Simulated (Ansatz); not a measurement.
Here is the system:

AlRu:
```cif
data_Al2Ru2
_chemical_formula_sum 'Al2 Ru2'
_space_group_name_H-M_alt 'P 1'
_space_group_IT_number 1
_cell_length_a 4.77833
_cell_length_b 4.77833
_cell_length_c 4.08150
_cell_angle_alpha 90.000
_cell_angle_beta 90.000
_cell_angle_gamma 143.679
loop_
_space_group_symop_operation_xyz
  'x, y, z'
loop_
_atom_site_label
_atom_site_type_symbol
_atom_site_fract_x
_atom_site_fract_y
_atom_site_fract_z
_atom_site_occupancy
Al1 Al 0.59242 0.40758 0.25000 1
Ru1 Ru 0.86427 0.13573 0.25000 1
Al2 Al 0.40758 0.59242 0.75000 1
Ru2 Ru 0.13573 0.86427 0.75000 1
```

This is the r²SCAN-relaxed structure.

### Question
All from plane-wave PAW r²SCAN (Ansatz code), unless another level is named. Predict the density of states at the Fermi level.

### Answer
0.79 states/eV per atom (mean over ±0.08 eV).

### Question
Next, the formation energy from the elements (no fitted shifts)?

### Answer
-0.51 eV/atom.

Space group Cmcm. The start of the workflow was typed in or built on a structure type; neither database checked (COD, Materials Project) lists it. COD files the formula under space group No. 221, so this cell is another polymorph or a model. Its standing as an ambient phase is unchecked. Symmetry was held in the r²SCAN relaxation; its stability against distortions is not shown here. No spin polarisation was allowed. The references are the lowest solids computed at this level, not always the standard phases. Scalar-relativistic: spin–orbit coupling is off unless named, which matters more the heavier the elements.

Potentials: the earlier of the program's two PAW sets.
